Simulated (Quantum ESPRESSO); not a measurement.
# Au6AlZr: finding a planted mistake in a log

Simulated, not a measurement. The program is pw.x of Quantum ESPRESSO 7.5 (plane-wave density functional theory). The cell is made up: eight metal atoms on a hexagonal close-packed lattice, with elements, volume, strain and displacements drawn at random and not relaxed, so it may be unstable or far from any real phase. PseudoDojo standard norm-conserving files set the functional (PBE unless stated); there is no spin polarisation or spin-orbit coupling, the Fermi-Dirac width of 0.25 eV means electrons at about 2900 K, and the masses in the input are unused placeholders. Heavy elements are run without spin-orbit coupling, which real alloys of them have. A spin test at this wide smearing found no moment, but such smearing suppresses magnetism that the real alloy may have.

Intended input:

```
&control calculation='scf', pseudo_dir='./dojo.nc.sr.pbe.v0_5.standard.upf', outdir='./o', disk_io='medium', tprnfor=.true., tstress=.true. /
&system ibrav=0, nat=8, ntyp=3, nbnd=75, ecutwfc=79.96652505, nosym=.true., tot_charge=0,
 occupations='smearing', smearing='fd', degauss=0.0183746611
/
&electrons conv_thr=1.470e-08, electron_maxstep=70, mixing_beta=0.5 /
ATOMIC_SPECIES
Al 1.0 Al.upf
Au 1.0 Au.upf
Zr 1.0 Zr.upf
CELL_PARAMETERS angstrom
-3.0811 0.0 0.0
0.0 5.3367 -4.8143
0.0 -5.3367 -4.8143
ATOMIC_POSITIONS angstrom
Au -0.0188 -0.0064 -0.0256
Al -0.0347 1.7604 -2.417
Au 0.0681 -0.0384 -4.7609
Au -0.0478 1.8665 -7.2178
Au -1.531 -0.8588 -2.4438
Au -1.5377 -2.5809 -4.7549
Au -1.4722 -0.9178 -7.316
Zr -1.5211 2.7148 -4.6903
K_POINTS automatic
8 3 3 1 1 1
```

The log is shortened where brackets say so; the opening notice, blank lines, dates and the lines on written files are dropped, and the path of the files is cut. It prints rydbergs, bohrs and kilobars, and counts compression as positive stress. Its total energy is the free energy E - TS of the whole cell.

Log of the intended run:

```
     Program PWSCF v.7.5
     Parallel version (MPI & OpenMP), running on       1 processor cores
     Number of MPI processes:                 1
     Threads/MPI process:                     1
     [start-up lines left out]
     bravais-lattice index     =            0
     lattice parameter (alat)  =       5.8224  a.u.
     unit-cell volume          =    1068.4109 (a.u.)^3
     number of atoms/cell      =            8
     number of atomic types    =            3
     number of electrons       =       129.00
     number of Kohn-Sham states=           75
     kinetic-energy cutoff     =      79.9665  Ry
     charge density cutoff     =     319.8661  Ry
     scf convergence threshold =      1.5E-08
     mixing beta               =       0.5000
     number of iterations used =            8  plain     mixing
     Exchange-correlation= PBE
                           (   1   4   3   4   0   0   0)
     [axes and pseudopotential details left out]
   Cartesian axes
     site n.     atom                  positions (alat units)
         1        Au     tau(   1) = (  -0.0061017  -0.0020772  -0.0083087  )
         2        Al     tau(   2) = (  -0.0112622   0.5713544  -0.7844601  )
         3        Au     tau(   3) = (   0.0221025  -0.0124631  -1.5451949  )
         4        Au     tau(   4) = (  -0.0155139   0.6057901  -2.3426049  )
         5        Au     tau(   5) = (  -0.4969005  -0.2787316  -0.7931583  )
         6        Au     tau(   6) = (  -0.4990750  -0.8376554  -1.5432475  )
         7        Au     tau(   7) = (  -0.4778164  -0.2978806  -2.3744766  )
         8        Zr     tau(   8) = (  -0.4936873   0.8811139  -1.5222810  )
     number of k points=    36  Fermi-Dirac smearing, width (Ry)=  0.0184
                       cart. coord. in units 2pi/alat
        k(    1) = (  -0.0625000   0.0000000  -0.1066649), wk =   0.0555556
        k(    2) = (  -0.0625000   0.1924473   0.1066649), wk =   0.0555556
     [further k points left out]
     Dense  grid:   103255 G-vectors     FFT dimensions: (  36,  80,  80)
     Estimated max dynamical RAM per process >     184.78 MB
     Initial potential from superposition of free atoms
     starting charge     128.9945, renormalised to     129.0000
     Starting wfcs are   74 randomized atomic wfcs +    1 random wfcs
     total cpu time spent up to now is       23.9 secs
     per-process dynamical memory:    95.6 Mb
     Self-consistent Calculation
     iteration #  1     ecut=    79.97 Ry     beta= 0.50
     Davidson diagonalization with overlap
     ethr =  1.00E-02,  avg # of iterations =  3.0
     total cpu time spent up to now is       86.2 secs
     total energy              =   -1882.89851713 Ry
     estimated scf accuracy    <       2.65619813 Ry
     iteration #  2     ecut=    79.97 Ry     beta= 0.50
     Davidson diagonalization with overlap
     ethr =  2.06E-03,  avg # of iterations =  5.2
     total cpu time spent up to now is      149.8 secs
     total energy              =   -1883.43300742 Ry
     estimated scf accuracy    <      10.98542172 Ry
     [iterations 3 to 11 left out]
     iteration # 12     ecut=    79.97 Ry     beta= 0.50
     Davidson diagonalization with overlap
     ethr =  5.13E-10,  avg # of iterations =  2.9
     total cpu time spent up to now is      792.7 secs
     total energy              =   -1884.38663139 Ry
     estimated scf accuracy    <       0.00000007 Ry
     iteration # 13     ecut=    79.97 Ry     beta= 0.50
     Davidson diagonalization with overlap
     ethr =  5.33E-11,  avg # of iterations =  2.0
     total cpu time spent up to now is      837.3 secs
     End of self-consistent calculation
     [lines on levels left out]
!    total energy              =   -1884.38663140 Ry
     estimated scf accuracy    <          5.8E-09 Ry
     smearing contrib. (-TS)   =      -0.05750904 Ry
     internal energy E=F+TS    =   -1884.32912236 Ry
     The total energy is F=E-TS. E is the sum of the following terms:
     one-electron contribution =    -794.34611897 Ry
     hartree contribution      =     451.52734626 Ry
     xc contribution           =    -334.41615120 Ry
     ewald contribution        =   -1207.09419846 Ry
     convergence has been achieved in  13 iterations
     Forces acting on atoms (cartesian axes, Ry/au):
     atom    1 type  2   force =     0.00235802    0.00874565   -0.01286077
     atom    2 type  1   force =     0.00345752   -0.00980356    0.03930258
     atom    3 type  2   force =    -0.00347743    0.02542762   -0.01273580
     atom    4 type  2   force =     0.00306455   -0.00715817    0.01983628
     atom    5 type  2   force =     0.00052070    0.01088409    0.02220533
     atom    6 type  2   force =     0.00050041   -0.01850910   -0.03013537
     atom    7 type  2   force =    -0.00030839    0.00445190    0.02082533
     atom    8 type  3   force =    -0.00611538   -0.01403843   -0.04643758
     Total force =     0.088783     Total SCF correction =     0.000367
     Computing stress (Cartesian axis) and pressure
          total   stress  (Ry/bohr**3)                   (kbar)     P=      -71.45
  -0.00044379  -0.00000051   0.00001632          -65.28       -0.07        2.40
  -0.00000051  -0.00060988   0.00000019           -0.07      -89.72        0.03
   0.00001632   0.00000019  -0.00040346            2.40        0.03      -59.35
     init_run     :     19.97s CPU     23.73s WALL (       1 calls)
     electrons    :    749.32s CPU    813.40s WALL (       1 calls)
     forces       :      9.30s CPU      9.41s WALL (       1 calls)
     stress       :     35.31s CPU     35.57s WALL (       1 calls)
     [timing details left out]
     PWSCF        :  13m34.39s CPU  14m43.94s WALL
     JOB DONE.
```

A second run was made from an input with one planted mistake. Its log:

```
     Program PWSCF v.7.5
     Parallel version (MPI & OpenMP), running on       1 processor cores
     Number of MPI processes:                 1
     Threads/MPI process:                     1
     [start-up lines left out]
     bravais-lattice index     =            0
     lattice parameter (alat)  =       5.7497  a.u.
     unit-cell volume          =    1028.8460 (a.u.)^3
     number of atoms/cell      =            8
     number of atomic types    =            3
     number of electrons       =       129.00
     number of Kohn-Sham states=           75
     kinetic-energy cutoff     =      79.9665  Ry
     charge density cutoff     =     319.8661  Ry
     scf convergence threshold =      1.5E-08
     mixing beta               =       0.5000
     number of iterations used =            8  plain     mixing
     Exchange-correlation= PBE
                           (   1   4   3   4   0   0   0)
     [axes and pseudopotential details left out]
   Cartesian axes
     site n.     atom                  positions (alat units)
         1        Au     tau(   1) = (  -0.0061132  -0.0020706  -0.0083153  )
         2        Al     tau(   2) = (  -0.0112733   0.5713534  -0.7844607  )
         3        Au     tau(   3) = (   0.0220864  -0.0124565  -1.5451916  )
         4        Au     tau(   4) = (  -0.0155130   0.6057977  -2.3426017  )
         5        Au     tau(   5) = (  -0.4969105  -0.2787419  -0.7931703  )
         6        Au     tau(   6) = (  -0.4990797  -0.8376389  -1.5432525  )
         7        Au     tau(   7) = (  -0.4778150  -0.2978702  -2.3744824  )
         8        Zr     tau(   8) = (  -0.4936896   0.8811214  -1.5222836  )
     number of k points=    36  Fermi-Dirac smearing, width (Ry)=  0.0184
                       cart. coord. in units 2pi/alat
        k(    1) = (  -0.0625000   0.0000000  -0.1066658), wk =   0.0555556
        k(    2) = (  -0.0625000   0.1924478   0.1066658), wk =   0.0555556
     [further k points left out]
     Dense  grid:    99439 G-vectors     FFT dimensions: (  36,  80,  80)
     Estimated max dynamical RAM per process >     178.87 MB
     Initial potential from superposition of free atoms
     starting charge     128.9945, renormalised to     129.0000
     Starting wfcs are   74 randomized atomic wfcs +    1 random wfcs
     total cpu time spent up to now is       15.8 secs
     per-process dynamical memory:   100.8 Mb
     Self-consistent Calculation
     iteration #  1     ecut=    79.97 Ry     beta= 0.50
     Davidson diagonalization with overlap
     ethr =  1.00E-02,  avg # of iterations =  3.0
     total cpu time spent up to now is       66.6 secs
     total energy              =   -1882.72828482 Ry
     estimated scf accuracy    <       2.96572497 Ry
     iteration #  2     ecut=    79.97 Ry     beta= 0.50
     Davidson diagonalization with overlap
     ethr =  2.30E-03,  avg # of iterations =  4.9
     total cpu time spent up to now is      128.8 secs
     total energy              =   -1883.37715632 Ry
     estimated scf accuracy    <      11.87585092 Ry
     [iterations 3 to 11 left out]
     iteration # 12     ecut=    79.97 Ry     beta= 0.50
     Davidson diagonalization with overlap
     ethr =  5.53E-10,  avg # of iterations =  3.1
     total cpu time spent up to now is      645.1 secs
     total energy              =   -1884.40130550 Ry
     estimated scf accuracy    <       0.00000007 Ry
     iteration # 13     ecut=    79.97 Ry     beta= 0.50
     Davidson diagonalization with overlap
     ethr =  5.57E-11,  avg # of iterations =  2.0
     total cpu time spent up to now is      692.4 secs
     End of self-consistent calculation
     [lines on levels left out]
!    total energy              =   -1884.40130551 Ry
     estimated scf accuracy    <       0.00000001 Ry
     smearing contrib. (-TS)   =      -0.05608276 Ry
     internal energy E=F+TS    =   -1884.34522275 Ry
     The total energy is F=E-TS. E is the sum of the following terms:
     one-electron contribution =    -770.27952858 Ry
     hartree contribution      =     442.90736301 Ry
     xc contribution           =    -334.60361744 Ry
     ewald contribution        =   -1222.36943975 Ry
     convergence has been achieved in  13 iterations
     Forces acting on atoms (cartesian axes, Ry/au):
     atom    1 type  2   force =     0.00327105    0.01431870   -0.01477396
     atom    2 type  1   force =     0.00408090   -0.01122116    0.04523439
     atom    3 type  2   force =    -0.00431285    0.02846861   -0.01679146
     atom    4 type  2   force =     0.00398253   -0.01121557    0.02095482
     atom    5 type  2   force =     0.00048446    0.01373194    0.02625712
     atom    6 type  2   force =     0.00041521   -0.02296914   -0.03673208
     atom    7 type  2   force =    -0.00094325    0.00708345    0.02834432
     atom    8 type  3   force =    -0.00697805   -0.01819682   -0.05249314
     Total force =     0.105164     Total SCF correction =     0.000829
     Computing stress (Cartesian axis) and pressure
          total   stress  (Ry/bohr**3)                   (kbar)     P=      -36.35
  -0.00022409  -0.00000177   0.00001889          -32.97       -0.26        2.78
  -0.00000177  -0.00039025   0.00000290           -0.26      -57.41        0.43
   0.00001889   0.00000290  -0.00012690            2.78        0.43      -18.67
     init_run     :     14.52s CPU     15.72s WALL (       1 calls)
     electrons    :    637.33s CPU    676.60s WALL (       1 calls)
     forces       :      7.16s CPU      7.26s WALL (       1 calls)
     stress       :     25.16s CPU     26.00s WALL (       1 calls)
     [timing details left out]
     PWSCF        :  11m24.41s CPU  12m 6.12s WALL
     JOB DONE.
```

Question: the log repeats what the program read. Compare it with the intended run: what was wrong in the second input?

Answer: the cell and the positions are scaled by a wrong factor. The input lines that differ:

```
- -3.0811 0.0 0.0
- 0.0 5.3367 -4.8143
- 0.0 -5.3367 -4.8143
+ -3.0426 0.0 0.0
+ 0.0 5.27 -4.7541
+ 0.0 -5.27 -4.7541
- Au -0.0188 -0.0064 -0.0256
- Al -0.0347 1.7604 -2.417
- Au 0.0681 -0.0384 -4.7609
- Au -0.0478 1.8665 -7.2178
- Au -1.531 -0.8588 -2.4438
- Au -1.5377 -2.5809 -4.7549
- Au -1.4722 -0.9178 -7.316
- Zr -1.5211 2.7148 -4.6903
+ Au -0.0186 -0.0063 -0.0253
+ Al -0.0343 1.7384 -2.3868
+ Au 0.0672 -0.0379 -4.7014
+ Au -0.0472 1.8432 -7.1276
+ Au -1.5119 -0.8481 -2.4133
+ Au -1.5185 -2.5486 -4.6955
+ Au -1.4538 -0.9063 -7.2246
+ Zr -1.5021 2.6809 -4.6317
```

```
                                            intended run  run with the mistake
                          free energy (eV)    -25638.386            -25638.586
         entropy term -TS, part of it (eV)        -0.782                -0.763
                            pressure (GPa)         -7.14                 -3.63
size of the largest force component (eV/Å)         1.194                 1.350
largest change of a force component (eV/Å)                               0.193
                                iterations            13                    13
```

For scale, a rerun of the intended cell at a higher cutoff and on a denser mesh moved values by no more than 0.010 eV in energy, 0.11 GPa in stress and 0.010 eV/Å in force, and a second program with other atomic files agreed on that cell to 2 % rms in force and 0.5 GPa in pressure.